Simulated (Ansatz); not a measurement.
Suppose Zn3GeN takes space group P4/mmm (No. 123), with Zn on 2h and 1a; Ge on 1c; N on 1b.

Level of theory: DFT PBE, scalar-relativistic, plane waves, PAW in Ansatz 0.2.0. Cutoff 420 eV, Γ-centred mesh, Gaussian smearing, no spin polarisation.

Formation energies are uncorrected and refer to the elements' standard structures at the same level (N₂ as a molecule).

Problem. Give the relaxed lattice parameters and positions.

Solution.

Space group P4/mmm (No. 123). a = 3.372 Å, b = 3.372 Å, c = 7.299 Å, α = 90.00°, β = 90.00°, γ = 90.00°
```
atom  site  symmetry       x       y       z
  Zn    2h       4mm  0.5000  0.5000  0.6587
  Zn    1a     4/mmm  0.0000  0.0000  0.0000
  Ge    1c     4/mmm  0.5000  0.5000  0.0000
   N    1b     4/mmm  0.0000  0.0000  0.5000
```

Around Zn on a site of symmetry 4mm lie 1 Zn at 2.32 Å, 1 Ge at 2.49 Å and 4 N at 2.65 Å; Zn on a site of symmetry 4/mmm has 4 Ge at 2.38 Å; around Ge lie 6 Zn at 2.38–2.49 Å; N has 8 Zn at 2.65 Å. Another local minimum with the same sites may exist.

Problem. And its energy and gap?

Solution. The formation energy is +0.86 eV/atom. The gap on the 12×12×6 mesh of the 5-atom cell is 0 eV (a metal). It can't be a ground state, since the elements alone are lower.

The last run used Gaussian smearing of 0.10 eV. A structure relaxed within its symmetry needn't be a true minimum. Another cell of Zn3GeN relaxed alike, in P4mm, lies 0.67 eV/atom lower, so this cell isn't the stable form at this level.
